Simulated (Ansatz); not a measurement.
Method: DFT PBE, scalar-relativistic, plane waves, PAW (Ansatz). All cells share a 420 eV cutoff and Γ-centred k meshes spaced at most about 0.3 Å⁻¹ (about 0.25 or finer for metals, 2π included). No spin polarisation in the final relaxations.

These are static total energies at zero pressure. All come from trial cells, and lower structures may exist.

**Question.** These unrelaxed guesses for Ga2SnO3 are each relaxed within their symmetry. Order them by the energy at which they end, lowest first.
A.

Space group R-3m:H (No. 166). a = 5.250 Å, b = 5.250 Å, c = 12.608 Å, α = 90.00°, β = 90.00°, γ = 120.00°
```tsv
atom	site	symmetry	x	y	z
Ga	6c	3m	0.3333	0.6667	0.2912
Sn	3a	-3m	0.0000	0.0000	0.0000
O	9d	.2/m	0.8333	0.1667	0.1667
```

B.

Space group P6/mmm (No. 191). a = 5.728 Å, b = 5.728 Å, c = 3.176 Å, α = 90.00°, β = 90.00°, γ = 120.00°
```
atom  site  symmetry       x       y       z
  Ga    2c      -6m2  0.3333  0.6667  0.0000
  Sn    1a     6/mmm  0.0000  0.0000  0.0000
   O    3g       mmm  0.5000  0.0000  0.5000
```

C.

Space group P4mm (No. 99). a = 3.175 Å, b = 3.175 Å, c = 11.084 Å, α = 90.00°, β = 90.00°, γ = 90.00°
```json
{"atom": "Ga", "site": "1a", "symmetry": "4mm", "x": "0.0000", "y": "0.0000", "z": "0.0241"}
{"atom": "Ga", "site": "1b", "symmetry": "4mm", "x": "0.5000", "y": "0.5000", "z": "0.4913"}
{"atom": "Sn", "site": "1b", "symmetry": "4mm", "x": "0.5000", "y": "0.5000", "z": "0.1516"}
{"atom": "O", "site": "1a", "symmetry": "4mm", "x": "0.0000", "y": "0.0000", "z": "0.6515"}
{"atom": "O", "site": "1a", "symmetry": "4mm", "x": "0.0000", "y": "0.0000", "z": "0.3294"}
{"atom": "O", "site": "1b", "symmetry": "4mm", "x": "0.5000", "y": "0.5000", "z": "0.8522"}
```

D.

Space group P-3m1 (No. 164). a = 3.337 Å, b = 3.337 Å, c = 8.518 Å, α = 90.00°, β = 90.00°, γ = 120.00°
| atom | site | symmetry | x | y | z |
| --- | --- | --- | --- | --- | --- |
| Ga | 2d | 3m. | 0.3333 | 0.6667 | 0.1647 |
| Sn | 1b | -3m. | 0.0000 | 0.0000 | 0.5000 |
| O | 2d | 3m. | 0.3333 | 0.6667 | 0.6650 |
| O | 1a | -3m. | 0.0000 | 0.0000 | 0.0000 |

**Answer.** D (ends in P-3m1, 0 meV/atom), C (ends in P4mm, 0.37 eV/atom), A (ends in R-3m, 0.45 eV/atom), B (ends in P6/mmm, 0.49 eV/atom).

Weakly bound directions are ill-defined at this level, which has no dispersion term (P-3m1, P4mm), and this can change margins and order among such cells. Cells relaxed within their symmetry can be saddle points. Some candidate types were left out of the draw beforehand, so a known form may be missing.
